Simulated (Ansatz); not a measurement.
Single point in Ansatz 0.2.0 with PBE, with U_eff = 3.3 eV on Mn d, U_eff = 4.48 eV on Yb f (all-electron-ortho-atomic projectors), no spin polarisation. Cutoff 420 eV, PAW datasets, 7×7×4 Γ-centred k mesh, fermi-dirac filling (width 0.1 eV).

Computed maps in the lattice plane spanned by a (left to right, 3.87 Å, 12 points from zero) and c (bottom to top, 6.37 Å, 19 points from zero), 90° apart, at height 0.333 along b. The fields are smooth PAW ones with compensation charges, not the true ones near nuclei.

Valence density. Digits on a logarithmic scale: 0 up to 0.03 e/Å³, each further digit a factor of 1.6, 9 from 1.3 e/Å³ up:
```
332222233555
333333333444
333444333333
334565433444
346898643444
458999854444
469999964333
469999964333
457999754333
445676544333
444565444444
446888644555
458999854454
359999954444
358999853333
346898643333
334555433444
322232223555
432222234565
```

Task: The cell is YbMn2F2. Which atoms lie within 0.2 Å of this plane, and where (fractions of a and c)?

Result: F at (0.33, 0.26), Mn at (0.33, 0.62). The whole cell:
```
CELL_PARAMETERS angstrom
1.93256 3.34729 0.00000
-1.93256 3.34729 0.00000
0.00000 0.00000 6.36931
ATOMIC_POSITIONS crystal
F 0.33330 0.33340 0.26000
F 0.66670 0.66660 0.74000
Mn 0.33330 0.33340 0.62000
Mn 0.66670 0.66660 0.38000
Yb 0.00000 0.00000 0.00000
```

Origin: a known structure type with other elements, at an estimated volume, so it need not be a known compound. Caveats: no spin polarisation, so a magnetic state may lie lower; atoms or cell far from equilibrium.
